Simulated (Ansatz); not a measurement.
Structure optimisation: selenium, dhcp

Level of theory: Ansatz, DFT, PBEsol, plane waves (420 eV) with PAW, scalar-relativistic. (PAW data from PBE, frozen cores regenerated.)

k-point mesh 12×12×3, Fermi-Dirac smearing 0.1 eV, no spin polarisation. Cell and atoms relax.

Starting structure:

```yaml
crystal:
  lattice:
    - [3.1360302227, 0.0, 0.0]
    - [-1.5680151114, 2.7158818399, 0.0]
    - [0.0, 0.0, 10.2422747074]
  atoms:
    - { symbol: Se, position: [0.0, 0.0, 0.0] }
    - { symbol: Se, position: [0.0, 0.0, 0.5] }
    - { symbol: Se, position: [0.3333333333, 0.6666666667, 0.25] }
    - { symbol: Se, position: [0.6666666667, 0.3333333333, 0.75] }
hamiltonian:
  xc: pbesol
  pseudopotentials:
    kind: paw
    azcp:
      Se: "pseudopotentials/Se.paw.azcp"
basis:
  ecutwfc: 420
  fft_grid_basis: typed
kpoints:
  mp_grid: { grid: [12, 12, 3], shift: [0, 0, 0] }
magnetization:
  spin_polarized: false
scf:
  occupations: { method: fermi_dirac, width: 0.1 }
relax:
  max_steps: 60
  f_tol: 0.01
  cell: {}
```

**Question.** What cell does the relaxation end in?

**Answer.** P6_3/mmc with a = 3.697 Å, c = 7.250 Å (c/a = 1.961); 21.45 Å³ per atom against 21.81 at the start (-1.6 %).

The cell has left the dhcp structure type; it ends in P6_3/mmc.

**Question.** How much energy does the relaxation gain?

**Answer.** 416.2 meV per atom.
